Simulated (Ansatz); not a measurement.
The end point of a relaxation of HgSe. All values below come from PBEsol (plane waves to 420 eV, PAW, scalar-relativistic; Ansatz, a program for electronic structure).

```xyz
2
Lattice="0.0000 3.0666 3.0666 3.0666 0.0000 3.0666 3.0666 3.0666 0.0000" Properties=species:S:1:pos:R:3 pbc="T T T"
Hg     3.0666     3.0666     3.0666
Se     1.5333     1.5333     1.5333
```

Q: Find the space group and the Wyckoff positions (tolerance 0.01 Å).

A: Space group F-43m (No. 216); a = b = c = 6.133 Å, α = β = γ = 90.00°

```csv
atom,site,symmetry,x,y,z
Hg,4b,-43m,0.5000,0.5000,0.5000
Se,4d,-43m,0.7500,0.7500,0.7500
```

This is the zinc blende type.

Q: Give the shortest distances between elements (the closest pairs, up to four, under 3.6 Å).

A: Hg–Se 2.66 Å.

* **Volume per atom**: 28.84 Å³
* **Band gap**: zero, with touching bands (no spin-orbit coupling)

No spin polarisation in the result. Spin-orbit coupling is missing; with elements this heavy it can move band edges by tenths of an eV or more.

Measured for HgSe: a 6.085 Å (room temperature; as listed in Cardona et al., arXiv (2009)). Computed minus measured — a: PBEsol +0.8 %. The computed values are for a static lattice.

The run could not lose the symmetry of its start.

It was reached from a disturbed copy of a P-6m2 (No. 187) cell (AFLOW prototype AB_hP2_187_d_a (B_h, as in WC)), against which it lies -0.27 eV/atom.
